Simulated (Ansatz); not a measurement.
## Computed properties of Ta

Ta:
```cif
data_Ta
_chemical_formula_sum 'Ta1'
_space_group_name_H-M_alt 'P 1'
_space_group_IT_number 1
_cell_length_a 2.97518
_cell_length_b 2.97518
_cell_length_c 2.97518
_cell_angle_alpha 60.000
_cell_angle_beta 60.000
_cell_angle_gamma 60.000
loop_
_space_group_symop_operation_xyz
  'x, y, z'
loop_
_atom_site_label
_atom_site_type_symbol
_atom_site_fract_x
_atom_site_fract_y
_atom_site_fract_z
_atom_site_occupancy
Ta1 Ta 0.00000 0.00000 0.00000 1
```

Space group Fm-3m (No. 225), fcc (Cu type); conventional cell a = b = c = 4.208 Å, α = β = γ = 90.00°.

Method: DFT-r²SCAN in the program Ansatz with PAW potentials. Structure relaxed to zero pressure with the same functional. Other levels are named where they apply.

Cell and energy:

```
Property               Value
---------------  -----------
Volume per atom     18.62 Å³
Density          16.14 g/cm³
```

Electronic structure:

```
Quantity                                                                   Result
------------------------------------  -------------------------------------------
Electronic character                                            metallic (no gap)
Density of states at the Fermi level  1.1 states/eV per atom (mean over ±0.08 eV)
Gap with spin–orbit coupling                                      none (metallic)
```

Mechanics:

```
Item                                                                    Value
-------------------------------------  --------------------------------------
Bulk modulus (Birch–Murnaghan fit)                                    199 GPa
Pressure derivative B′                                                    3.7
Elastic constants (relaxed ions, GPa)        C11 = 117, C12 = 240, C44 = 73.9
Mechanical stability                   unstable (C has a negative eigenvalue)
```

The workflow started from a Materials Project entry (that database holds measured and hypothetical structures alike); the Crystallography Open Database files this formula in space group No. 225, but the cells were not matched. It is not the phase usual at ambient conditions (space group No. 229). The cell was relaxed with r²SCAN under the symmetry of its start. No spin polarisation was allowed. As this level gives no gap, shear constants depend on the k-mesh and smearing (Fermi–Dirac, 0.1 eV here). Spin–orbit coupling is left out wherever it is not named.

Potentials: the earlier of the program's two PAW sets.
